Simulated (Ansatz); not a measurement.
input.yaml

```yaml
crystal:
  lattice:
    - [-1.90144019, 1.90144019, 7.0767027885]
    - [1.90144019, -1.90144019, 7.0767027885]
    - [1.90144019, 1.90144019, -7.0767027885]
  atoms:
    - { symbol: K, position: [0.0, 0.0, 0.0] }
    - { symbol: Co, position: [0.75, 0.25, 0.5] }
    - { symbol: Co, position: [0.25, 0.75, 0.5] }
    - { symbol: As, position: [0.3440785596, 0.3440785596, 0.0] }
    - { symbol: As, position: [0.6559214404, 0.6559214404, 0.0] }
basis:
  ecutwfc: 420
kpoints:
  mp_grid: { grid: [14, 14, 14] }
hamiltonian:
  xc: pbesol
scf:
  occupations: { method: gaussian, width: 0.1 }
output:
  forces: true
  stress: true
  eigenvalues: true
relax:
  adjacent_minimum: "off"
  f_tol: 0.01
  max_steps: 30
  cell: { stress_tol: 0.1, fix: [volume] }
```

Run as
```bash
ansatz run input.yaml --threads 2 --pin off --max-ram 5120MiB --backend cpu --events-out ev --progress --plain --runs-dir out
```

Level of theory: Ansatz, DFT PBEsol, scalar-relativistic, plane waves, PAW.

Abridged output (iterations and final results):

```
SCF iter   1: F=—  HF=-21330.012172 eV  |F-HF|=—  |Δ(HF+E_count)|=         —  Δρ=1.62e-2  dr2=1.78e-1  ethr=1.77e-3  ⟨swp⟩=7.0  Hψ=40800  notcnv=0
SCF iter   2: F=—  HF=-21330.053623 eV  |F-HF|=—  |Δ(HF+E_count)|=   4.15e-2  Δρ=2.68e-2  dr2=4.31e-1  ethr=2.45e-4  ⟨swp⟩=2.0  Hψ=22983  notcnv=0  defer=441  recentre
SCF iter   3: F=—  HF=-21329.993446 eV  |F-HF|=—  |Δ(HF+E_count)|=   6.02e-2  Δρ=3.66e-3  dr2=1.01e-2  ethr=2.45e-4  ⟨swp⟩=2.2  Hψ=19759  notcnv=0  defer=441
SCF iter   4: F=—  HF=-21329.992716 eV  |F-HF|=—  |Δ(HF+E_count)|=   7.30e-4  Δρ=4.57e-4  dr2=1.80e-4  ethr=1.38e-5  ⟨swp⟩=1.5  Hψ=12378  notcnv=0  defer=331
SCF iter   5: F=—  HF=-21329.992712 eV  |F-HF|=—  |Δ(HF+E_count)|=   4.07e-6  Δρ=7.06e-5  dr2=3.85e-6  ethr=2.46e-7  ⟨swp⟩=2.2  Hψ=13736  notcnv=0  defer=331
SCF iter   6: F=—  HF=-21329.992712 eV  |F-HF|=—  |Δ(HF+E_count)|=   1.51e-7  Δρ=3.66e-5  dr2=1.11e-6  ethr=5.28e-9  ⟨swp⟩=2.0  Hψ=17267  notcnv=0  defer=319
SCF iter   7: F=-21329.992712 eV  HF=-21329.992712 eV  |F-HF|=2.81e-8  |Δ(HF+E_count)|=   3.19e-8  Δρ=8.56e-6  dr2=5.55e-8  ethr=1.37e-10  ⟨swp⟩=7.2  Hψ=50696  notcnv=0
SCF 1 converged in 7 iterations: F = -21329.992712 eV  dr2 = 5.55e-8
relax step   1: F+E_penalty+E_count = -21329.99271174 eV  Δ(F+E_penalty+E_count) = +0.000e0 eV  max|allowed force component| = 4.661e-1 eV/Å  Δτ_max = 0.0000 Å  P = -5.260 GPa  Ω = 102.343 Å³  fix = [volume]  reactions: volume -5.260 GPa (7 SCF iters, dr2 threshold 1.00e-7 eV, accepted)
Basis set: ecut = 420 eV, 1979 PW (Γ), FFT grids on a1+a3, a2+a3, a3, exchange–correlation on 54×54×108 points (8 copies of the dense FFT grid, shifted against one another)
Initial density: handed on by an earlier stage of this run
Initial wavefunctions: those handed on with the density
SCF iter   1: F=—  HF=-21330.009653 eV  |F-HF|=—  |Δ(HF+E_count)|=         —  Δρ=1.53e-3  dr2=1.46e-3  ethr=2.01e-6  ⟨swp⟩=1.2  Hψ=50200  notcnv=0
SCF iter   2: F=—  HF=-21330.009503 eV  |F-HF|=—  |Δ(HF+E_count)|=   1.50e-4  Δρ=5.86e-4  dr2=7.21e-4  ethr=1.99e-6  ⟨swp⟩=2.0  Hψ=17694  notcnv=0
SCF iter   3: F=—  HF=-21330.009311 eV  |F-HF|=—  |Δ(HF+E_count)|=   1.92e-4  Δρ=6.70e-4  dr2=2.90e-4  ethr=9.88e-7  ⟨swp⟩=2.0  Hψ=17226  notcnv=0
SCF iter   4: F=—  HF=-21330.009272 eV  |F-HF|=—  |Δ(HF+E_count)|=   3.87e-5  Δρ=8.27e-5  dr2=4.96e-6  ethr=3.98e-7  ⟨swp⟩=2.0  Hψ=13440  notcnv=0
SCF iter   5: F=—  HF=-21330.009273 eV  |F-HF|=—  |Δ(HF+E_count)|=   7.26e-7  Δρ=5.08e-5  dr2=2.44e-6  ethr=6.79e-9  ⟨swp⟩=2.0  Hψ=13894  notcnv=0
SCF iter   6: F=-21330.009273 eV  HF=-21330.009273 eV  |F-HF|=6.66e-8  |Δ(HF+E_count)|=   2.15e-7  Δρ=9.92e-6  dr2=7.94e-8  ethr=6.85e-10  ⟨swp⟩=3.2  Hψ=41062  notcnv=0
SCF 2 converged in 6 iterations: F = -21330.009273 eV  dr2 = 7.94e-8
relax step   2: F+E_penalty+E_count = -21330.00927253 eV  Δ(F+E_penalty+E_count) = -1.656e-2 eV  max|allowed force component| = 1.654e-1 eV/Å  Δτ_max = 0.0242 Å  P = -4.269 GPa  Ω = 102.343 Å³  energy of the carried Pulay correction = +9.753e-18 eV  fix = [volume]  reactions: volume -4.269 GPa (6 SCF iters, dr2 threshold 5.00e-7 eV, accepted)
SCF iter   1: F=—  HF=-21330.012286 eV  |F-HF|=—  |Δ(HF+E_count)|=         —  Δρ=9.59e-4  dr2=7.79e-4  ethr=1.15e-6  ⟨swp⟩=2.2  Hψ=47696  notcnv=0
SCF iter   2: F=—  HF=-21330.012189 eV  |F-HF|=—  |Δ(HF+E_count)|=   9.66e-5  Δρ=3.98e-4  dr2=3.62e-4  ethr=1.07e-6  ⟨swp⟩=2.0  Hψ=17670  notcnv=0
SCF iter   3: F=—  HF=-21330.012108 eV  |F-HF|=—  |Δ(HF+E_count)|=   8.08e-5  Δρ=2.89e-4  dr2=5.35e-5  ethr=4.96e-7  ⟨swp⟩=2.0  Hψ=15715  notcnv=0
SCF iter   4: F=—  HF=-21330.012104 eV  |F-HF|=—  |Δ(HF+E_count)|=   4.11e-6  Δρ=1.34e-4  dr2=9.94e-6  ethr=7.33e-8  ⟨swp⟩=2.0  Hψ=13802  notcnv=0
SCF iter   5: F=—  HF=-21330.012102 eV  |F-HF|=—  |Δ(HF+E_count)|=   1.68e-6  Δρ=2.91e-5  dr2=6.94e-7  ethr=1.36e-8  ⟨swp⟩=2.0  Hψ=13472  notcnv=0
SCF iter   6: F=-21330.012102 eV  HF=-21330.012102 eV  |F-HF|=7.14e-8  |Δ(HF+E_count)|=   1.99e-7  Δρ=6.47e-6  dr2=8.93e-8  ethr=6.85e-10  ⟨swp⟩=5.0  Hψ=42903  notcnv=0
SCF 3 converged in 6 iterations: F = -21330.012102 eV  dr2 = 8.93e-8
relax step   3: F+E_penalty+E_count = -21330.01210218 eV  Δ(F+E_penalty+E_count) = -2.830e-3 eV  max|allowed force component| = 1.996e-2 eV/Å  Δτ_max = 0.0146 Å  P = -3.618 GPa  Ω = 102.343 Å³  fix = [volume]  reactions: volume -3.618 GPa (6 SCF iters, dr2 threshold 5.00e-7 eV, accepted)
SCF iter   1: F=—  HF=-21330.012192 eV  |F-HF|=—  |Δ(HF+E_count)|=         —  Δρ=2.12e-4  dr2=4.21e-5  ethr=5.34e-8  ⟨swp⟩=2.1  Hψ=45849  notcnv=0
SCF iter   2: F=—  HF=-21330.012203 eV  |F-HF|=—  |Δ(HF+E_count)|=   1.06e-5  Δρ=2.34e-4  dr2=3.08e-5  ethr=5.34e-8  ⟨swp⟩=2.0  Hψ=14297  notcnv=0
SCF iter   3: F=—  HF=-21330.012178 eV  |F-HF|=—  |Δ(HF+E_count)|=   2.45e-5  Δρ=9.99e-5  dr2=6.31e-6  ethr=4.22e-8  ⟨swp⟩=2.0  Hψ=14974  notcnv=0
SCF iter   4: F=—  HF=-21330.012178 eV  |F-HF|=—  |Δ(HF+E_count)|=   4.18e-8  Δρ=1.90e-5  dr2=2.50e-7  ethr=8.64e-9  ⟨swp⟩=2.0  Hψ=12881  notcnv=0
SCF iter   5: F=-21330.012178 eV  HF=-21330.012178 eV  |F-HF|=9.48e-9  |Δ(HF+E_count)|=   4.58e-8  Δρ=4.50e-6  dr2=1.35e-8  ethr=3.41e-11  ⟨swp⟩=3.2  Hψ=42821  notcnv=0
SCF 4 converged in 5 iterations: F = -21330.012178 eV  dr2 = 1.35e-8
relax step   4: F+E_penalty+E_count = -21330.01217831 eV  Δ(F+E_penalty+E_count) = -7.612e-5 eV  max|allowed force component| = 7.110e-3 eV/Å  Δτ_max = 0.0008 Å  P = -3.639 GPa  Ω = 102.343 Å³  energy of the carried Pulay correction = +9.753e-18 eV  fix = [volume]  reactions: volume -3.639 GPa (5 SCF iters, dr2 threshold 2.49e-8 eV, accepted)
Initial wavefunctions: pseudopotential atomic-orbital guess (no wavefunctions were taken with the density)
SCF iter   1: F=—  HF=-21330.012056 eV  |F-HF|=—  |Δ(HF+E_count)|=         —  Δρ=1.70e-4  dr2=7.83e-7  ethr=1.01e-7  ⟨swp⟩=3.1  Hψ=67606  notcnv=0
SCF iter   2: F=—  HF=-21330.012244 eV  |F-HF|=—  |Δ(HF+E_count)|=   1.88e-4  Δρ=2.60e-5  dr2=7.79e-7  ethr=1.07e-9  ⟨swp⟩=2.0  Hψ=17847  notcnv=0
SCF iter   3: F=—  HF=-21330.012244 eV  |F-HF|=—  |Δ(HF+E_count)|=   4.55e-8  Δρ=1.77e-5  dr2=1.86e-7  ethr=1.07e-9  ⟨swp⟩=2.0  Hψ=12520  notcnv=0
SCF iter   4: F=—  HF=-21330.012244 eV  |F-HF|=—  |Δ(HF+E_count)|=   2.48e-8  Δρ=5.53e-6  dr2=1.89e-8  ethr=2.55e-10  ⟨swp⟩=2.0  Hψ=13796  notcnv=0
SCF iter   5: F=—  HF=-21330.012244 eV  |F-HF|=—  |Δ(HF+E_count)|=   1.36e-9  Δρ=2.15e-6  dr2=2.47e-9  ethr=2.59e-11  ⟨swp⟩=2.0  Hψ=13603  notcnv=0
SCF iter   6: F=-21330.012244 eV  HF=-21330.012244 eV  |F-HF|=1.09e-11  |Δ(HF+E_count)|=   1.79e-9  Δρ=5.07e-7  dr2=1.62e-10  ethr=1.00e-12  ⟨swp⟩=3.1  Hψ=42184  notcnv=0
SCF 5 converged in 6 iterations: F = -21330.012244 eV  dr2 = 1.62e-10
SCF converged after 6 iterations
Free energy (F): -21330.012244 eV
Harris-Foulkes:  -21330.012244 eV  (|F-HF|=1.09e-11)
Internal energy: -21330.001513 eV  (E = F + TS)
E sigma→0 (E₀):  -21330.006879 eV
Entropy (-TS):   -0.010731 eV (-2.146 meV/atom)
Fermi energy:    9.962841 eV
--- Per-component energies (eV) ---
  E_band       = -1326.143232
  E_kinetic    = 1372.339247
  E_local      = -16133.811857  (includes V_loc(G=0)·N_el)
  E_nonlocal   = -403.870607
  E_hartree    = 7561.513725
  E_xc         = -606.489860
  E_vxc        = -731.467956  (∫ρ·V_xc dr)
  E_paw        = -7318.979805  (= ΣΔE_a)
  E_vpaw       = -552.360763  (= ΣTr[D̂ρ^β])
  E_aug_tail   = 0.000146  (compensation charges beyond the density's cutoff)
  E_ewald      = -5803.120083
  E_core_change = 2.417581  (= ΣΔE_core)
  E_smearing   = -0.010731  (= −TS)
--- Forces (eV/Å), atoms counted from 1 ---
  atom   1  K      0.00000000     0.00000000     0.00000000
  atom   2  Co     0.00000000     0.00000000     0.00000000
  atom   3  Co     0.00000000     0.00000000     0.00000000
  atom   4  As     0.00000000     0.00000000     0.00702140
  atom   5  As     0.00000000     0.00000000    -0.00702140
--- Stress (GPa, compression-positive) ---
       -3.659372       0.000000       0.000000
        0.000000      -3.659372       0.000000
        0.000000       0.000000      -3.588950
  P = ⅓ Tr σ = -3.6359 GPa (-36.359 kbar)
--- Band table (eV; the first three rows and the last of 244) ---
  k-point 0: bands = ["-84.8125", "-84.7973", "-48.3636", "-48.3636", "-48.2860", "-48.2860", "-48.1265", "-48.1093", "-25.6947", "-25.6922", "-25.6796", "-25.6796", "-25.6787", "-25.6787", "-25.6780", "-25.6765", "-25.6607", "-25.6604", "-21.1884", "-4.7712", "-4.6580", "-4.6580", "-2.7780", "-1.1575", "4.7821", "5.5556", "6.2704", "6.2704", "6.8351", "7.3404", "7.3404", "8.5972", "8.6650", "9.0804", "9.5589", "9.5589", "9.6942", "11.5699", "12.4687", "12.5863", "12.5863", "13.2980", "14.2972", "14.4472"]
  k-point 1: bands = ["-84.8121", "-84.7977", "-48.3641", "-48.3594", "-48.2904", "-48.2856", "-48.1260", "-48.1097", "-25.6944", "-25.6921", "-25.6797", "-25.6795", "-25.6789", "-25.6787", "-25.6780", "-25.6766", "-25.6606", "-25.6603", "-21.1861", "-4.7630", "-4.6775", "-4.6707", "-2.6986", "-1.1475", "4.8670", "5.5966", "6.1500", "6.2979", "6.8954", "7.1354", "7.3057", "8.5882", "8.6835", "9.0289", "9.2503", "9.3926", "9.9277", "11.5638", "11.8288", "12.0621", "13.2560", "13.7941", "14.5095", "14.7623"]
  k-point 2: bands = ["-84.8111", "-84.7988", "-48.3655", "-48.3477", "-48.3025", "-48.2846", "-48.1248", "-48.1108", "-25.6938", "-25.6917", "-25.6801", "-25.6795", "-25.6795", "-25.6787", "-25.6780", "-25.6768", "-25.6603", "-25.6601", "-21.1798", "-4.7410", "-4.7268", "-4.7059", "-2.4730", "-1.1177", "5.0839", "5.7204", "5.8854", "6.3752", "6.6035", "7.0336", "7.2178", "8.5488", "8.7090", "8.8939", "8.9377", "9.0182", "10.0787", "11.3096", "11.3389", "11.4933", "13.7966", "14.4091", "15.0147", "15.5899"]
  k-point 243: bands = ["-84.8125", "-84.7974", "-48.3636", "-48.3636", "-48.2860", "-48.2860", "-48.1264", "-48.1093", "-25.6947", "-25.6922", "-25.6796", "-25.6796", "-25.6787", "-25.6787", "-25.6780", "-25.6765", "-25.6608", "-25.6603", "-21.1884", "-4.7999", "-4.6580", "-4.6580", "-2.6318", "-1.3241", "5.1839", "5.3046", "6.2591", "6.2591", "6.8352", "7.3531", "7.3531", "8.5818", "9.0805", "9.3164", "9.5407", "9.5841", "9.5841", "9.6942", "12.5028", "12.5028", "13.4192", "13.7384", "14.4671", "15.0195"]
--- Relaxed structure (4 steps of the walk, 4 accepted, 1 SCFs on fresh bases) ---
  F+E_penalty+E_count = -21330.01224432 eV   max|allowed force component| = 7.021e-3 eV/Å   (the final SCF, on the basis selected at the relaxed cell)
  cell:  # Å, volume = 102.3426 Å³
    - [-1.89100419, 1.89100419, 7.15502757]
    - [1.89100419, -1.89100419, 7.15502757]
    - [1.89100419, 1.89100419, -7.15502757]
  atoms:
    - { symbol: K, position: [0.0, 0.0, 0.0] }
    - { symbol: Co, position: [0.75, 0.24999999, 0.49999999] }
    - { symbol: Co, position: [0.24999999, 0.75, 0.49999999] }
    - { symbol: As, position: [0.34138942, 0.34138942, 0.0] }
    - { symbol: As, position: [0.65861057, 0.65861057, 0.0] }
```

The relaxation met its thresholds.

Time: 79 s on 2 threads of Intel(R) Xeon(R) 6975P-C (Granite Rapids), on a shared host, peak memory 1 GiB.